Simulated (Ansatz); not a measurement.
Input file for Ansatz (a program for electronic structure):

Ansatz 0.2 input:
```yaml
crystal:
  lattice:
    - [0.0, 3.0005873781, 3.0005873781]
    - [3.0005873781, 0.0, 3.0005873781]
    - [3.0005873781, 3.0005873781, 0.0]
  atoms:
    - { symbol: As, position: [0.0, 0.0, 0.0] }
    - { symbol: As, position: [0.25, 0.25, 0.25] }
kpoints:
  mp_grid: { grid: [25, 25, 25] }
hamiltonian:
  xc: pbesol
  pseudopotentials: { kind: paw }
scf:
  occupations: { method: fermi_dirac, width: 0.1 }
elastic: { mode: relaxed_ion, stencil: two_point, amplitude: 0.005, f_tol: 0.0005 }
```

Output (shortened):

```
Pseudopotential: As, paw, valence charge 15
Functional definition: PBEsol
Crystal: 2 atoms, lattice volume = 54.032 Å³
Basis set: ecut = 420 eV, 1067 PW (Γ), exchange–correlation on 60×60×60 points (8 copies of the dense FFT grid, shifted against one another)
Bands: 19, of which v1, the nominal top of the filled ones, is band 15 counted from 1 (14 counted from 0)
Symmetry: 48 space group operations
Space group: Fd-3m (ITA 227), of the structure as read, at distance tolerance 3.8e-5 Å
k-points: 455 of 15625
SCF 1 converged in 8 iterations: F = -9625.286951 eV  dr2 = 1.89e-14
Crystal: 2 atoms, lattice volume = 53.762 Å³
Basis set: ecut = 420 eV, 1057 PW (Γ), exchange–correlation on 60×60×60 points (8 copies of the dense FFT grid, shifted against one another)
Symmetry: 16 space group operations
k-points: 1183 of 15625
SCF 2 converged in 8 iterations: F = -9625.286435 eV  dr2 = 2.60e-16
Crystal: 2 atoms, lattice volume = 54.302 Å³
SCF 3 converged in 5 iterations: F = -9625.287143 eV  dr2 = 8.06e-14
Crystal: 2 atoms, lattice volume = 54.031 Å³
Symmetry: 8 space group operations
k-points: 2197 of 15625
SCF 4 converged in 9 iterations: F = -9625.286992 eV  dr2 = 2.65e-14
relax step   1: F+E_penalty+E_count = -9625.28699188 eV  Δ(F+E_penalty+E_count) = +0.000e0 eV  max|allowed force component| = 3.211e-2 eV/Å  Δτ_max = 0.0000 Å  (9 SCF iters, accepted)
Crystal: 2 atoms, lattice volume = 54.031 Å³
SCF 5 converged in 7 iterations: F = -9625.287095 eV  dr2 = 1.20e-14
relax step   2: F+E_penalty+E_count = -9625.28709542 eV  Δ(F+E_penalty+E_count) = -1.035e-4 eV  max|allowed force component| = 6.065e-3 eV/Å  Δτ_max = 0.0027 Å  (7 SCF iters, accepted)
Crystal: 2 atoms, lattice volume = 54.031 Å³
SCF 6 converged in 7 iterations: F = -9625.287099 eV  dr2 = 6.13e-16
relax step   3: F+E_penalty+E_count = -9625.28709925 eV  Δ(F+E_penalty+E_count) = -3.825e-6 eV  max|allowed force component| = 7.695e-6 eV/Å  Δτ_max = 0.0006 Å  (7 SCF iters, accepted)
Crystal: 2 atoms, lattice volume = 54.031 Å³
SCF 7 converged in 2 iterations: F = -9625.287099 eV  dr2 = 9.10e-16
Crystal: 2 atoms, lattice volume = 54.031 Å³
SCF 8 converged in 9 iterations: F = -9625.286992 eV  dr2 = 2.39e-14
relax step   1: F+E_penalty+E_count = -9625.28699188 eV  Δ(F+E_penalty+E_count) = +0.000e0 eV  max|allowed force component| = 3.211e-2 eV/Å  Δτ_max = 0.0000 Å  (9 SCF iters, accepted)
Crystal: 2 atoms, lattice volume = 54.031 Å³
SCF 9 converged in 7 iterations: F = -9625.287099 eV  dr2 = 1.81e-14
relax step   2: F+E_penalty+E_count = -9625.28709925 eV  Δ(F+E_penalty+E_count) = -1.074e-4 eV  max|allowed force component| = 3.306e-5 eV/Å  Δτ_max = 0.0033 Å  (7 SCF iters, accepted)
Crystal: 2 atoms, lattice volume = 54.031 Å³
SCF 10 converged in 2 iterations: F = -9625.287099 eV  dr2 = 4.36e-15
SCF converged after 8 iterations
Free energy (F): -9625.286951 eV
Harris-Foulkes:  -9625.286951 eV  (|F-HF|=0.00e0)
Internal energy: -9625.253906 eV  (E = F + TS)
E sigma→0 (E₀):  -9625.270429 eV
Entropy (-TS):   -0.033045 eV (-16.522 meV/atom)
Fermi energy:    7.469530 eV
--- Per-component energies (eV) ---
  E_band       = -558.320902
  E_kinetic    = 203.772721
  E_local      = -3956.696880  (includes V_loc(G=0)·N_el)
  E_nonlocal   = -1337.570278
  E_hartree    = 2111.657655
  E_xc         = -156.516446
  E_vxc        = -157.119804  (∫ρ·V_xc dr)
  E_paw        = -3583.603634  (= ΣΔE_a)
  E_vpaw       = 465.978021  (= ΣTr[D̂ρ^β])
  E_aug_tail   = 0.000017  (compensation charges beyond the density's cutoff)
  E_ewald      = -2908.229919
  E_core_change = 1.932857  (= ΣΔE_core)
  E_smearing   = -0.033045  (= −TS)
  E_closure    = 0.000000  (closes the sum)
  Σ components = -9625.286951   (vs F -9625.286951, Δ=0.00e0)
--- Forces (eV/Å), atoms counted from 1 ---
  atom   1  As     0.00000000     0.00000000     0.00000000
  atom   2  As     0.00000000     0.00000000     0.00000000
  max |Σ_I F_I| component: 1.39e-16 eV/Å
--- Stress (GPa, compression-positive) ---
        0.210674       0.000000       0.000000
        0.000000       0.210674       0.000000
        0.000000       0.000000       0.210674
  P = ⅓ Tr σ = 0.2107 GPa (2.107 kbar)
--- Band table (eV; the first three rows and the last of 455) ---
  k-point 0: bands = ["-28.6271", "-28.6271", "-28.6271", "-28.6114", "-28.6114", "-28.5558", "-28.5558", "-28.5509", "-28.5509", "-28.5509", "-6.5678", "1.7284", "5.2846", "5.2846", "5.2846", "8.0790", "8.0790", "8.0790", "12.1996"]
  k-point 1: bands = ["-28.6273", "-28.6273", "-28.6270", "-28.6112", "-28.6112", "-28.5563", "-28.5563", "-28.5510", "-28.5504", "-28.5504", "-6.5530", "1.6483", "5.2602", "5.2602", "5.3035", "8.1097", "8.1142", "8.1142", "12.2801"]
  k-point 2: bands = ["-28.6279", "-28.6279", "-28.6267", "-28.6104", "-28.6104", "-28.5575", "-28.5575", "-28.5513", "-28.5493", "-28.5493", "-6.5088", "1.4244", "5.1919", "5.1919", "5.3411", "8.2133", "8.2136", "8.2136", "12.5089"]
  k-point 454: bands = ["-28.6405", "-28.6400", "-28.5979", "-28.5941", "-28.5856", "-28.5828", "-28.5782", "-28.5750", "-28.5360", "-28.5355", "-3.8043", "-3.5097", "2.6490", "2.8170", "8.4409", "8.7153", "10.4334", "10.6336", "14.6434"]
--- Elastic constants: 2 strain directions × 2 members + reference (group order 48) ---
  dense FFT box of the reference and of every strained cell: 30×30×30
  strains applied: 11, 23; error gains: componentwise 1.00 (the most a stress slope's error grows in a printed constant), spectral 1.73 (1 for all six strains …
  C = ∂σ_k/∂η_j (tension-positive GPa; Voigt order 11 22 33 23 13 12):
        38.459     58.826     58.826      0.000      0.000      0.000
        58.826     38.459     58.826      0.000      0.000      0.000
        58.826     58.826     38.459      0.000      0.000      0.000
         0.000      0.000      0.000    -35.152      0.000      0.000
         0.000      0.000      0.000      0.000    -35.152      0.000
         0.000      0.000      0.000      0.000      0.000    -35.152
  reference stress σ⁰ (GPa):     -0.211     -0.211     -0.211      0.000      0.000      0.000
  moduli (Voigt/Reuss/Hill, GPa): K = 52.04/52.04/52.04   G = -25.16/-17.75/-21.46   E = -74.62   ν = 0.739
  mechanically stable: NO (min eigenvalue of sym C = -35.15 GPa)
  strain η (Voigt 11):  stress-route row diagonal C_11 = 38.46 GPa, energy-path curvature d²(F+E_count+ΔE)/dδ²/Ω₀ = 38.45 GPa
         δ    σ_11 (GPa)             F (eV)   n_scf  n_hpsi   n_pw
    -5.000e-3      -0.4016       -9625.2864348       8  471409   1066   relax 0 steps, max|allowed force component| 5.55e-17 eV/Å
     5.000e-3      -0.0170       -9625.2871432       5  343430   1073   relax 0 steps, max|allowed force component| 5.55e-17 eV/Å
  strain η (Voigt 23):  stress-route row diagonal C_44 = -35.15 GPa, energy-path curvature d²(F+E_count+ΔE)/dδ²/Ω₀ = -35.13 GPa
         δ    σ_23 (GPa)             F (eV)   n_scf  n_hpsi   n_pw
    -5.000e-3       0.1758       -9625.2870992       2  355561   1073   relax 3 steps, max|allowed force component| 7.70e-6 eV/Å
     5.000e-3      -0.1758       -9625.2870992       2  366481   1073   relax 2 steps, max|allowed force component| 3.31e-5 eV/Å
```

Cost: around 9 core-minutes (rough) on shared cores.

The start of the workflow was typed in or built on a structure type; neither database checked (COD, Materials Project) lists it. It is not the phase usual at ambient conditions (space group No. 166). The PBEsol relaxation kept the symmetry of its start. At this level the phase is mechanically unstable. As this level gives no gap, shear constants depend on the k-mesh and smearing (Fermi–Dirac, 0.1 eV here). Spin–orbit coupling is left out wherever it is not named.

Potentials: the later of the program's two PAW sets.

Ansatz is a plane-wave DFT program.
